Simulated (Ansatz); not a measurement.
With r²SCAN (plane waves, PAW; program Ansatz), Ti3IrC2 in the hexagonal phase (P6_3/mmc; Ti on 4f, Ti on 2a, Ir on 2b, C on 4f) relaxes to a = 3.011 Å, c = 18.150 Å. C has 6 nearest neighbours from 2.08 Å (octahedral). Against the elements it lies at -0.90 eV/atom, with no fitted shifts.

Electronic character: metallic (no gap). Gap from r²SCAN with spin–orbit coupling: none (metallic).

An equation-of-state fit gives a bulk modulus of 237 GPa. Bader charges are Ti +1.62 to +1.74, Ir -1.23, C -1.88 e.

The start of the workflow was typed in or built on a structure type; neither database checked (COD, Materials Project) lists it. Whether it is the stable phase at ambient conditions was not checked. The r²SCAN relaxation kept the symmetry of its start; whether a distortion lowers the energy is not shown. The run is not spin-polarised. The references are the lowest solids computed at this level, not always the standard phases. Spin–orbit coupling is left out wherever it is not named.

Potentials: the earlier of the program's two PAW sets.
